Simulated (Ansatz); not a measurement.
Mg3Sb2 (A-La2O3 type, space group P-3m1)

```cif
data_Mg3Sb2
_chemical_formula_sum 'Sb2 Mg3'
_space_group_name_H-M_alt 'P-3m1'
_space_group_IT_number 164
_space_group_name_Hall '-P 3 2"'
_cell_length_a 4.56691
_cell_length_b 4.56691
_cell_length_c 7.24702
_cell_angle_alpha 90.000
_cell_angle_beta 90.000
_cell_angle_gamma 120.000
loop_
_atom_site_label
_atom_site_type_symbol
_atom_site_symmetry_multiplicity
_atom_site_Wyckoff_symbol
_atom_site_fract_x
_atom_site_fract_y
_atom_site_fract_z
_atom_site_occupancy
Sb1 Sb 2 d 0.33333 0.66667 0.22875 1
Mg1 Mg 1 a 0.00000 0.00000 0.00000 1
Mg2 Mg 2 d 0.66667 0.33333 0.36646 1
```

The relaxed cell is deformed in two ways at once: its volume V is scaled, and at that volume it is stretched along z (the c axis of the conventional cell) so that c/a changes. Fractional atomic positions are held.

These are r2SCAN (plane waves to 500 eV, PAW, scalar-relativistic; Ansatz, a first-principles code) values and carry that method's errors. k mesh 12×12×7 (Γ-centred), Fermi-Dirac smearing 0.05 eV. Stress and pressure are positive under compression. As the atoms are clamped, bonds stretch with the cell, which overstates energies and stresses. Mg3Sb2 was relaxed with its symmetry unable to fall. Spin-orbit coupling is left out, though Sb is heavy.

Changes of σzz − σxx (GPa) from the point V/V₀ = 1.000, (c/a)/(c/a)₀ = 1.000 when one coordinate moves alone (two changes are said to add if the coupling is within 5 % of the smaller one, nearly so within 20 %):

```tsv
point	change
V/V₀ = 1.000, (c/a)/(c/a)₀ = 0.960	3.191
V/V₀ = 1.000, (c/a)/(c/a)₀ = 0.980	1.569
V/V₀ = 0.920, (c/a)/(c/a)₀ = 1.000	-0.364
V/V₀ = 0.960, (c/a)/(c/a)₀ = 1.000	-0.165
V/V₀ = 1.040, (c/a)/(c/a)₀ = 1.000	0.137
V/V₀ = 1.080, (c/a)/(c/a)₀ = 1.000	0.251
V/V₀ = 1.000, (c/a)/(c/a)₀ = 1.020	-1.516
V/V₀ = 1.000, (c/a)/(c/a)₀ = 1.040	-2.980
```

Q: What is the change at V/V₀ = 0.960, (c/a)/(c/a)₀ = 1.020, where both move, and how far is it from the sum?

A: The sum of the single changes is -0.165 + (-1.516) = -1.681; the calculation gives -1.858, so the coupling contributes -0.177 (over 20 % of the smaller single change, not additive).

Q: What is the change at V/V₀ = 1.040, (c/a)/(c/a)₀ = 0.960, where both move, and how far is it from the sum?

A: The sum of the single changes is 0.137 + (3.191) = 3.328; the calculation gives 2.989, so the coupling contributes -0.339 (over 20 % of the smaller single change, not additive).

Q: What is the change at V/V₀ = 0.920, (c/a)/(c/a)₀ = 0.960, where both move, and how far is it from the sum?

A: The sum of the single changes is -0.364 + (3.191) = 2.827; the calculation gives 3.655, so the coupling contributes 0.828 (over 20 % of the smaller single change, not additive).

(Under strain, the slope of the energy per volume gives the stress and its curvature an elastic modulus.)
